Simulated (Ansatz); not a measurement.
**SiO₂: do the settings matter for the field gradients?**

Cell: a structure deposited in the COD (the cell was measured well above room temperature).

```
Si O
1.0
     4.99300    0.00000    0.00000
     0.00000    4.99300    0.00000
     0.00000    0.00000    7.00500
Si O
4 8
Direct
  0.29665 0.29665 0.00000
  0.20335 0.79665 0.25000
  0.70335 0.70335 0.50000
  0.79665 0.20335 0.75000
  0.24060 0.09660 0.17468
  0.40340 0.74060 0.42468
  0.75940 0.90340 0.67468
  0.59660 0.25940 0.92468
  0.74060 0.40340 0.57532
  0.90340 0.75940 0.32532
  0.25940 0.59660 0.07532
  0.09660 0.24060 0.82532
```

Atom numbers follow the list; atoms alike are taken as one site, whose name carries the number of the first.

Reference run. All values are calculated (Ansatz; DFT, PBE, plane waves and PAW (field gradients read without the response of the frozen cores, which leaves them typically 4 to 6 % off), scalar-relativistic, 420 eV cutoff, Γ-centred 5×5×3 k-points, Fermi–Dirac smearing 0.02 eV), not measured.

Question: The input is changed as follows: `basis.ecutrho_ratio`: not typed → 4; `scf.algorithm`: not typed → direct_min. What happens to V_zz (10²¹ V/m²) and η?

Answer: 

```
site  atom  V_zz reference  η reference  V_zz changed  η changed
  Si     1           -0.43         0.86         -0.43       0.86
   O     5            9.49         0.11          9.49       0.11
```

All printed values agree. SCF iterations: 6 and 5.

On the reference run: The calculated pressure of 8 GPa (PBE) comes largely from the unrelaxed atoms: it is 0.9 GPa once they are relaxed in the same cell. The largest force is 0.5 eV/Å, so the atoms aren't at the calculated equilibrium and relaxing them would move these values.
